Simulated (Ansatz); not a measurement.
## MgInBr3 — coordination and ⁷⁹Br quadrupole coupling

Cell: an entry of the Crystallography Open Database (COD), its atoms then relaxed with PBE in this cell.

Space group Pnma (No. 62); a = 9.4395, b = 3.9538, c = 15.3744 Å.

| site | Wyckoff | site symmetry | x | y | z |
| --- | --- | --- | --- | --- | --- |
| Mg | 4c | .m. | 0.1617 | 0.2500 | 0.4451 |
| In | 4c | .m. | 0.4634 | 0.2500 | 0.6758 |
| Br9 | 4c | .m. | 0.2743 | 0.2500 | 0.2897 |
| Br13 | 4c | .m. | 0.0233 | 0.2500 | 0.6013 |
| Br17 | 4c | .m. | 0.6725 | 0.2500 | 0.4970 |

One atom of each set is listed.

Method: Kohn–Sham DFT in Ansatz, PBE, plane waves and PAW, scalar-relativistic, 420 eV cutoff, Γ-centred 3×7×2 k-points, Fermi–Dirac smearing 0.02 eV.

Q(⁷⁹Br) = 308.7 mb.

Task: Order the Br environments from the weakest to the strongest quadrupole coupling.
A. Br17: 2 Mg at 2.67 Å, angle 95°
B. Br13: 3 Mg at 2.73 Å
C. Br9: 1 Mg at 2.62 Å; also 2 In at 3.21 Å

Result: B (27.8 MHz, η = 0.39), C (60.5 MHz, η = 0.30), A (75.2 MHz, η = 0.48).

Like point charges on the first shell alone (each adding as 1/d³) would give another order (Br13 < Br17 < Br9): the covalent part of each bond and the atoms beyond the first shell count as well.
